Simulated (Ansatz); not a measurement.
Notes on LuB2Ru3

```
CELL_PARAMETERS angstrom
2.70274 4.68128 0.00000
-2.70274 4.68128 0.00000
0.00000 0.00000 2.99741
ATOMIC_POSITIONS crystal
Ru 0.50000 0.50000 0.50000
Ru 0.50000 0.00000 0.50000
Ru 0.00000 0.50000 0.50000
Lu 0.00000 0.00000 0.00000
B 0.33330 0.33340 0.00000
B 0.66660 0.66670 0.00000
```

Level: r2SCAN, no spin polarisation; 500 eV; 7×7×11 Γ-centred mesh; fermi-dirac occupations (width 0.1 eV); Ansatz 0.2.0, fixed geometry.

**Charges.** Bader charges in e: Lu +1.64, B -0.28, Ru -0.36. In the mean Lu gives up most and Ru takes most.
**Formation energy.** -0.51 eV an atom against the elements' usual phases (free molecules for gases, crystals otherwise, with no correction for O₂ or N₂), so it is bound against them; other compounds may still compete. Relaxing would lower it.
**Stress.** The pressure is 4.2 GPa (compression positive), so with the atoms held at these fractions the cell would first expand. The principal stresses 3.4, 4.6, 4.6 GPa differ, so its shape would change too.
**At the Fermi level.** It is a metal, with about 3.5 states/eV a cell as the mean within 0.25 eV of the Fermi level, mostly Ru d (86 %).

Origin: a database entry at a rescaled volume.
